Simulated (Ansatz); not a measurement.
NaCl3:
```cif
data_Cl6Na2
_chemical_formula_sum 'Na2 Cl6'
_space_group_name_H-M_alt 'Pm-3n'
_space_group_IT_number 223
_space_group_name_Hall '-P 4n 2 3'
_cell_length_a 5.46057
_cell_length_b 5.46057
_cell_length_c 5.46057
_cell_angle_alpha 90.000
_cell_angle_beta 90.000
_cell_angle_gamma 90.000
loop_
_atom_site_label
_atom_site_type_symbol
_atom_site_symmetry_multiplicity
_atom_site_Wyckoff_symbol
_atom_site_fract_x
_atom_site_fract_y
_atom_site_fract_z
_atom_site_occupancy
Na1 Na 2 a 0.00000 0.00000 0.00000 1
Cl1 Cl 6 d 0.00000 0.25000 0.50000 1
```

This is the r²SCAN-relaxed structure.

### Question
All from plane-wave PAW r²SCAN (Ansatz code), unless another level is named. Give the electronic character.

### Answer
metallic (no gap).

### Question
Next, the density of states at the Fermi level?

### Answer
0.48 states/eV per atom (mean over ±0.08 eV).

### Question
Give the formation energy from the elements (no fitted shifts).

### Answer
-0.71 eV/atom.

The workflow started from a Materials Project entry (that database holds measured and hypothetical structures alike); the Crystallography Open Database copy checked does not list it. Its standing as an ambient phase is unchecked. Symmetry was held in the r²SCAN relaxation. At this level the phase is dynamically unstable (imaginary phonons). The references are the lowest solids computed at this level, not always the standard phases (solids in place of the gases).

Potentials: the later of the program's two PAW sets.
